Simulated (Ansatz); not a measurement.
ZrO2:
```
ZrO2
1.0
    5.15335     0.00000     0.00000
    0.00000     5.22526     0.00000
   -0.87094     0.00000     5.25981
Zr O
4 8
Cartesian
  3.04234   5.00491   4.15610
  1.24007   0.22035   1.10371
  0.80461   2.39228   3.73361
  3.47781   2.83298   1.52620
 -0.38137   0.87401   4.44349
  4.66379   4.35126   0.81632
  4.22832   3.48664   3.44623
  0.05409   1.73862   1.81358
  2.81635   1.34424   0.11751
  1.46607   3.88102   5.14230
  1.90154   3.95687   2.51240
  2.38088   1.26839   2.74742
```

Relaxed with r²SCAN.

Question: Give the Bader charges and basin volumes of the independent atoms, r²SCAN (plane waves, PAW; program Ansatz).

Answer: 

```csv
atom,Bader charge (e),Bader volume (Å³)
Zr1,+2.68,10.0
O5,-1.32,13.1
O9,-1.37,12.3
```

Space group P2_1/c. The r²SCAN relaxation kept the symmetry of its start. The run is not spin-polarised.

Potentials: the earlier of the program's two PAW sets. The files were generated under PBE; for other functionals the program regenerates the frozen cores, and for LDA and PBEsol the local potential too.
